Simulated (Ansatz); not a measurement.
Input:

CuCl:
```cif
data_ClCu
_chemical_formula_sum 'Cu1 Cl1'
_space_group_name_H-M_alt 'P 1'
_space_group_IT_number 1
_cell_length_a 3.68224
_cell_length_b 3.68224
_cell_length_c 3.68224
_cell_angle_alpha 60.000
_cell_angle_beta 60.000
_cell_angle_gamma 60.000
loop_
_space_group_symop_operation_xyz
  'x, y, z'
loop_
_atom_site_label
_atom_site_type_symbol
_atom_site_fract_x
_atom_site_fract_y
_atom_site_fract_z
_atom_site_occupancy
Cu1 Cu 0.00000 0.00000 0.00000 1
Cl1 Cl 0.75000 0.75000 0.75000 1
```

This is the LDA-relaxed structure.

All from LDA (plane waves, PAW; program Ansatz), unless another level is named. Give the largest static χ(2) component.

200 pm/V.

Predict the electronic dielectric constant ε∞ (DFPT).

5.61.

Give the static dielectric constant ε0 (ions relaxed, cell fixed).

7.32.

Give the Born charges (a third of the trace).

Cu +1.00, Cl -1.00 e.

Space group F-43m (zinc blende). Symmetry was held in the LDA relaxation; phonons on a q-mesh show no instability. No spin polarisation was allowed.

Potentials: the earlier of the program's two PAW sets.
